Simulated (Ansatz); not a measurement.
Computed with Ansatz 0.2.0, DFT PBE, scalar-relativistic, plane waves, PAW. Settings: cutoff 420 eV, Γ-centred meshes spaced at most about 0.3 Å⁻¹, and about 0.25 Å⁻¹ or finer for metals (2π included), Gaussian smearing. No spin polarisation in the final relaxations.

All energies are static (0 K, no zero-point motion).

Two forms of Si4F were relaxed alike.

1.

```xyz
5
Lattice="5.0717 0.0000 0.0000 -2.5358 4.3922 0.0000 0.0000 0.0000 3.8849" Properties=species:S:1:pos:R:3 pbc="T T T"
Si    2.5358    0.0000    0.0000
Si   -1.2679    2.1961    0.0000
Si    1.2679    2.1961    0.0000
Si    0.0000    0.0000    0.0000
F     0.0000    0.0000    1.9424
```

2.

```xyz
5
Lattice="4.8944 0.0000 0.0000 -2.4472 4.2387 0.0000 0.0000 0.0000 5.8338" Properties=species:S:1:pos:R:3 pbc="T T T"
Si    2.4472    0.0000    0.2459
Si   -1.2236    2.1194    0.2459
Si    1.2236    2.1194    0.2459
Si    0.0000    0.0000    5.1764
F     0.0000    0.0000    3.5483
```

Question: Which is lower in energy, and by how much?

Answer: Cell 2 is lower, by 153 meV/atom. Cell 1 has space group P6/mmm (No. 191), 17.3 Å³/atom and no gap on its mesh; cell 2 has space group P6mm (No. 183), 24.2 Å³/atom and no gap. Counting Si atoms around F (those within 1.25 times the shortest such distance or 1.15 times the sum of covalent radii), cell 1 has F 2 and cell 2 has F 1. Cell 1 and cell 2 both hold Si–Si nets. Both come from invented guesses. A third cell relaxed alike, in I4/mmm, lies 125 meV/atom below the lower of the two.

Weakly bound directions are ill-defined at this level, which has no dispersion term (P6mm), and this can change margins and order among such cells. Cells relaxed within their symmetry can be saddle points.
